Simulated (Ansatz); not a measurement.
The cell comes from COD entry 1538083, which wasn't checked; take it as a given geometry.

Lu: DFT, PBEsol, all-electron LAPW, scalar-relativistic (Ansatz 0.2.0).

Command: `ansatz run input.yaml --threads 1 --pin off --max-ram 3072MiB --backend cpu --events-out ev --progress --plain --runs-dir out` The run took 63 s on 1 thread of Arm Neoverse V1, with other jobs on the host, peak memory 0.53 GiB.

```yaml
crystal:
  lattice:
    - [3.5098988894, 0.0, 0.0]
    - [-1.7549494447, 3.039661603, 0.0]
    - [0.0, 0.0, 5.5666]
  atoms:
    - { symbol: Lu, position: [0.3333333333, 0.6666666667, 0.25] }
    - { symbol: Lu, position: [0.6666666667, 0.3333333333, 0.75] }
kpoints:
  mp_grid: { grid: [13, 13, 8] }
  band_path:
    path:
      - [0.0, 0.0, 0.0]
      - [0.5, 0.0, 0.0]
      - [0.3333333333, 0.3333333333, 0.0]
      - [0.0, 0.0, 0.0]
      - [0.0, 0.0, 0.5]
      - [0.5, 0.0, 0.5]
      - [0.3333333333, 0.3333333333, 0.5]
      - [0.0, 0.0, 0.5]
      - [0.5, 0.0, 0.5]
    npoints: 14
scf:
  occupations: { method: fermi_dirac, width: 0.03 }
hamiltonian:
  xc: pbesol
  pseudopotentials: { kind: all_electron, lapw: { basis_error: 0.0005 } }
output:
  forces: true
  stress: true
  eigenvalues: true
  populations: true
  dos: { projected: true, de: 0.2, e_range: [-14, 8] }
```

Output:

```
Lu: projections on atomic orbitals take those of the free atom 1s2 2s2 2p6 3s2 3p6 3d10 4s2 4p6 4d10 4f14 5s2 5p6 5d1 6s2, of charge +0.00 (hamiltonian.pseudopotentials.projection_atoms)
LAPW: plane waves up to 6.981 Å⁻¹, error target 5.0e-4 eV per atom; small_component_spin mean_spin; Lu in spheres of 1.721 Å, 35 of its electrons in bands, Dirac shells []
Engine: ansatz 0.2.0
Pseudopotentials: kind: all_electron
Pseudopotential: Lu, LAPW, valence charge 35, Koelling and Harmon's equation, gaussian nucleus
Functional definition: PBEsol
  exchange = pbesol_x
  correlation = pbesol_c
Crystal: 2 atoms, lattice volume = 59.390 Å³
Basis set: ecut = 185.66321936575542 eV, 313 PW (Γ), exchange–correlation at level 2
Bands: 42, of which v1, the nominal top of the filled ones, is band 35 counted from 1 (34 counted from 0)
Symmetry: 24 space group operations
Space group: P63/mmc (ITA 194), of the structure as read, at distance tolerance 3.9e-5 Å
k-points: 105 of 1352
Non-local potential: Lu, projectors of the file, none
Initial density: superposition of atomic densities (chi_scale 0.1, normalization cell)
Initial wavefunctions: plane waves of lowest kinetic energy (no species holds an atomic orbital)
Functional: x = pbesol(κ = 0.804, μ = 0.12345679012345678), c = pbesol(β = 0.046)
iter 1 solved again at ethr=1.27e-4 eV; its pass at ethr=1.00e-1 eV (dr2=8.90e-2 eV) is discarded
SCF iter   1: F=—  HF=-792244.367899 eV  |F-HF|=—  |Δ(HF+E_count)|=         —  Δρ=1.21e-2  dr2=8.93e-2  ethr=1.27e-4  ⟨swp⟩=2.9  Hψ=27910  notcnv=0
preconditioner: auto → Kerker (q_TF=auto, 2.804 Å⁻¹)  [metal: Δε(μ)=0.017 eV  Ē_g=12.505 eV  σ=0.030 eV  W_gap=0.14  n_scr=22 (ndim 8)  ℏωp=32.7 eV  f_vac=0.000  D(μ)=3.42/eV (n_scr^D=34)]
SCF iter   2: F=—  HF=-792244.289142 eV  |F-HF|=—  |Δ(HF+E_count)|=   7.88e-2  Δρ=7.29e-3  dr2=3.70e-2  ethr=1.27e-4  ⟨swp⟩=2.0  Hψ=14325  notcnv=0
SCF iter   3: F=—  HF=-792244.235247 eV  |F-HF|=—  |Δ(HF+E_count)|=   5.39e-2  Δρ=6.54e-3  dr2=3.05e-2  ethr=5.28e-5  ⟨swp⟩=2.0  Hψ=13614  notcnv=0
SCF iter   4: F=—  HF=-792244.227524 eV  |F-HF|=—  |Δ(HF+E_count)|=   7.72e-3  Δρ=3.88e-3  dr2=1.20e-2  ethr=4.35e-5  ⟨swp⟩=2.0  Hψ=12601  notcnv=0
SCF iter   5: F=—  HF=-792244.227050 eV  |F-HF|=—  |Δ(HF+E_count)|=   4.74e-4  Δρ=1.21e-3  dr2=1.39e-3  ethr=1.71e-5  ⟨swp⟩=2.0  Hψ=13501  notcnv=0
iter 6 solved again at ethr=9.87e-8 eV; its pass at ethr=1.98e-6 eV (dr2=6.91e-5 eV) is discarded
SCF iter   6: F=—  HF=-792244.227134 eV  |F-HF|=—  |Δ(HF+E_count)|=   8.39e-5  Δρ=2.85e-4  dr2=6.91e-5  ethr=9.87e-8  ⟨swp⟩=2.0  Hψ=22690  notcnv=0
SCF iter   7: F=—  HF=-792244.227134 eV  |F-HF|=—  |Δ(HF+E_count)|=   2.81e-7  Δρ=7.69e-5  dr2=4.91e-6  ethr=9.87e-8  ⟨swp⟩=2.0  Hψ=13614  notcnv=0
SCF iter   8: F=—  HF=-792244.227133 eV  |F-HF|=—  |Δ(HF+E_count)|=   5.54e-7  Δρ=1.51e-5  dr2=1.70e-7  ethr=7.01e-9  ⟨swp⟩=2.0  Hψ=13614  notcnv=0
SCF iter   9: F=-792244.227133 eV  HF=-792244.227133 eV  |F-HF|=4.77e-9  |Δ(HF+E_count)|=   1.43e-8  Δρ=4.18e-6  dr2=1.41e-8  ethr=2.43e-10  ⟨swp⟩=2.0  Hψ=13614  notcnv=0
SCF 1 converged in 9 iterations: F = -792244.227133 eV  dr2 = 1.41e-8
NSCF: frozen V_eff on 113 k-points
SCF converged after 9 iterations
Free energy (F): -792244.227133 eV
Harris-Foulkes:  -792244.227133 eV  (|F-HF|=4.77e-9)
Internal energy: -792244.216305 eV  (E = F + TS)
E sigma→0 (E₀):  -792244.221719 eV
Entropy (-TS):   -0.010828 eV (-5.414 meV/atom)
Fermi energy:    14.531135 eV
--- Per-component energies (eV) ---
  E_band       = -3412.900353
  E_kinetic    = 878670.772895
  E_xc         = -16172.827996
  E_electrostatic = -1654742.161204  (all electrons and nuclei)
  E_smearing   = -0.010828  (= −TS)
  E_closure    = 0.000000  (closes the sum)
  E_atoms      = -792234.430789  (free atoms, spherical and without spin; not in F)
  Σ components = -792244.227133   (vs F -792244.227133, Δ=0.00e0)
  Basis errors (estimates in eV, not in F): energy 1.1e-4 per atom: plane waves 8.9e-5 (4.6e-5 summed), levels above the bands 6.8e-77, relativity 1.4e-8, radial functions 1.7e-5, core shells 1.8e-8; eigenvalues (radial functions only) 3.3e-7; not estimated: angular momenta, meshes, grids; target (lapw.basis_error) 5.0e-4; muffin-tin radii Lu 1.721 Å
--- Forces (eV/Å), atoms counted from 1 ---
  atom   1  Lu     0.00000000    -0.00000000     0.00000000
  atom   2  Lu     0.00000000     0.00000000     0.00000000
  max |Σ_I F_I| component: 1.11e-16 eV/Å
--- Stress (GPa, compression-positive) ---
       -2.977242      -0.000000       0.000000
        0.000000      -2.977242       0.000000
        0.000000       0.000000      -4.180337
  P = ⅓ Tr σ = -3.3783 GPa (-33.783 kbar)
--- Band table (eV; the first three rows and the last of 105) ---
  k-point 0: bands = ["-172.2245", "-172.2245", "-172.2239", "-172.2239", "-172.2239", "-172.2239", "-172.2197", "-172.2197", "-172.2197", "-172.2197", "-41.6495", "-41.6188", "-12.5779", "-12.1812", "-12.1812", "-12.1071", "-12.1071", "-12.0808", "8.5439", "9.5383", "9.5411", "9.5490", "9.5754", "9.5754", "9.5830", "9.5830", "9.5911", "9.5911", "9.5992", "9.6241", "9.6241", "9.6387", "9.6424", "12.1037", "15.0555", "16.7096", "16.7096", "16.9749", "17.3939", "17.3939", "17.9973", "17.9973"]
  k-point 1: bands = ["-172.2245", "-172.2245", "-172.2239", "-172.2239", "-172.2239", "-172.2239", "-172.2197", "-172.2197", "-172.2197", "-172.2197", "-41.6483", "-41.6200", "-12.5598", "-12.1784", "-12.1784", "-12.1100", "-12.1100", "-12.1007", "8.6553", "9.5329", "9.5470", "9.5489", "9.5682", "9.5682", "9.5863", "9.5863", "9.5927", "9.5927", "9.5981", "9.6272", "9.6272", "9.6389", "9.6422", "11.9504", "15.0394", "16.6494", "16.6494", "16.8583", "17.2977", "17.2977", "18.1824", "18.1824"]
  k-point 2: bands = ["-172.2245", "-172.2245", "-172.2239", "-172.2239", "-172.2239", "-172.2239", "-172.2197", "-172.2197", "-172.2197", "-172.2197", "-41.6450", "-41.6233", "-12.5082", "-12.1704", "-12.1704", "-12.1570", "-12.1180", "-12.1180", "8.9807", "9.5293", "9.5419", "9.5593", "9.5617", "9.5617", "9.5766", "9.5766", "9.5946", "9.6061", "9.6061", "9.6316", "9.6316", "9.6393", "9.6418", "11.5049", "15.0847", "16.5412", "16.5610", "16.5610", "17.0717", "17.0717", "18.6305", "18.6305"]
  k-point 104: bands = ["-172.2245", "-172.2245", "-172.2239", "-172.2239", "-172.2239", "-172.2239", "-172.2197", "-172.2197", "-172.2197", "-172.2197", "-41.6168", "-41.6168", "-12.4824", "-12.4824", "-12.3598", "-12.3598", "-12.1716", "-12.1716", "9.5639", "9.5639", "9.5746", "9.5746", "9.5792", "9.5792", "9.5849", "9.5849", "9.5950", "9.5950", "9.6006", "9.6006", "9.6193", "9.6193", "13.6656", "13.6656", "14.3518", "14.3518", "14.8939", "14.8939", "17.7662", "17.7662", "19.8559", "19.8559"]
--- Löwdin populations: 2 sites ---
  site symbol       q [e]
     0     Lu     70.9394
     1     Lu     70.9394
  spilling = 0.000854 (of n_electrons = 142.000000)
```

populations.tsv:

```
# site	symbol	l	j	q
# orbitals = lowdin
# n_electrons = 142.000000
# spilling = 0.000854
# projection_atom_Lu: 1s2 2s2 2p6 3s2 3p6 3d10 4s2 4p6 4d10 4f14 5s2 5p6 5d1 6s2
0	Lu	0_1S	-	1.999999
0	Lu	0_2S	-	1.999980
0	Lu	0_3S	-	1.999745
0	Lu	0_4S	-	1.997354
0	Lu	0_5S	-	1.956138
0	Lu	0_6S	-	0.841723
0	Lu	1_2P	-	6.000000
0	Lu	1_3P	-	5.999997
0	Lu	1_4P	-	5.999862
0	Lu	1_5P	-	5.974518
0	Lu	2_3D	-	9.999999
0	Lu	2_4D	-	9.999969
0	Lu	2_5D	-	2.180502
0	Lu	3_4F	-	13.989609
1	Lu	0_1S	-	1.999999
1	Lu	0_2S	-	1.999980
1	Lu	0_3S	-	1.999745
1	Lu	0_4S	-	1.997354
1	Lu	0_5S	-	1.956138
1	Lu	0_6S	-	0.841723
1	Lu	1_2P	-	6.000000
1	Lu	1_3P	-	5.999997
1	Lu	1_4P	-	5.999862
1	Lu	1_5P	-	5.974518
1	Lu	2_3D	-	9.999999
1	Lu	2_4D	-	9.999969
1	Lu	2_5D	-	2.180502
1	Lu	3_4F	-	13.989609
```
